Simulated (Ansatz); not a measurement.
The relaxed structure here is a generated cell of WC: the first start was made by placing the elements on the sites of a structure type, and the end was not matched to a known phase here, so it may be hypothetical. Known forms of WC include space group No. 187.

A relaxed structure of WC. Space group I4₁/amd (No. 141). The numbers are results of PBE (plane waves to 420 eV, PAW, scalar-relativistic; Ansatz, a first-principles code), not measurements.

```cif
data_C8W8
_chemical_formula_sum 'W8 C8'
_space_group_name_H-M_alt 'I41/amd :1'
_space_group_IT_number 141
_space_group_name_Hall 'I 4bw 2bw -1bw'
_cell_length_a 3.00735
_cell_length_b 3.00735
_cell_length_c 20.41984
_cell_angle_alpha 90.000
_cell_angle_beta 90.000
_cell_angle_gamma 90.000
loop_
_atom_site_label
_atom_site_type_symbol
_atom_site_symmetry_multiplicity
_atom_site_Wyckoff_symbol
_atom_site_fract_x
_atom_site_fract_y
_atom_site_fract_z
_atom_site_occupancy
W1 W 8 e 0.00000 0.00000 0.29925 1
C1 C 8 e 0.00000 0.00000 0.19137 1
```
(The calculation used a cell of 8 atoms; values per cell refer to that cell.)

For WC, the volume per atom is 11.54 Å³, the density comes out as 14.09 g/cm³ and the band gap is zero (metallic). The shortest distances is C–W 2.14 Å; W–W 2.93 Å; C–C 3.01 Å and the k-mesh is 18×18×18.

No spin polarisation in the result.

The run could not lose the symmetry of its start, so the end can be a saddle point.
